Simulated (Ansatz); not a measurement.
**Ta2C (space group P-3m1), frozen-phonon scan**

Ta$_{2}$C (space group P-3m1)

```
CELL_PARAMETERS angstrom
      6.15240     0.00000     0.00000
     -1.53810     2.66407     0.00000
      0.00000     0.00000     4.89012
ATOMIC_POSITIONS crystal
  Ta 0.16667 0.66667 0.25323
  Ta 0.66667 0.66667 0.25323
  Ta 0.33333 0.33333 0.74677
  Ta 0.83333 0.33333 0.74677
  C  0.00000 0.00000 0.00000
  C  0.50000 0.00000 0.00000
```

A phonon eigenvector at M = (0.5, 0.0, 0.0) is frozen into this cell: atom i moves by Q times the vector below, so Q is the largest atomic displacement, in Å. The cell is held. (q is in reciprocal vectors of the primitive cell; the cell shown is doubled to hold the pattern.)

```json
[
 {"atom": "Ta1", "x": "0.006", "y": "0.003", "z": "-0.015"},
 {"atom": "Ta2", "x": "-0.006", "y": "-0.003", "z": "0.015"},
 {"atom": "Ta3", "x": "-0.006", "y": "-0.003", "z": "0.015"},
 {"atom": "Ta4", "x": "0.006", "y": "0.003", "z": "-0.015"},
 {"atom": "C5", "x": "0.864", "y": "0.499", "z": "0.066"},
 {"atom": "C6", "x": "-0.864", "y": "-0.499", "z": "-0.066"}
]
```

Level of theory: LDA (plane waves to 420 eV, PAW, scalar-relativistic; Ansatz, a quantum-chemistry and plane-wave program). k mesh 17×17×10 (Γ-centred), Fermi-Dirac smearing 0.05 eV. The energy includes the smearing's −TS. Stress and pressure are positive under compression. With partly filled bands, energies and forces of such displacements shift with the k mesh and the smearing. Spin-orbit coupling is left out, though Ta is heavy. Ta2C is run without spin polarisation. Ta2C was relaxed with its symmetry unable to fall. The zero of ΔE is the undisplaced structure.

```tsv
Q (Å)	ΔE (meV/cell)	−dE/dQ from forces (eV/Å)	P (GPa)
-0.180	717	8.065	3.0
-0.150	496	6.674	2.1
-0.120	316	5.306	1.3
-0.090	177	3.958	0.7
-0.060	79	2.628	0.3
-0.030	20	1.310	0.1
0.000	0	0.000	0.0
0.030	20	-1.310	0.1
0.060	79	-2.628	0.3
0.090	177	-3.958	0.7
0.120	316	-5.306	1.3
0.150	496	-6.674	2.1
0.180	717	-8.065	3.0
```

What the scan shows:

```
Quantity                                                                                                             Result
-----------------------------------------------------------  --------------------------------------------------------------
Energy at Q = 0.180 Å                                                                                          717 meV/cell
Space group of the distorted cell                                                       P2_1/m (No. 11), lowered from P-3m1
Symmetry of the curve                                                                         even: the same for both signs
Shape of the curve                                           a single well with its minimum at or next to zero displacement
Harmonic wavenumber from the curvature (finite differences)                                                        700 cm⁻¹
Wavenumber by perturbation theory (DFPT, on another k mesh)                                                        700 cm⁻¹
```

(A displaced cell: forces are minus the slopes of the energy, force constants its curvatures, and phonons follow from these.)
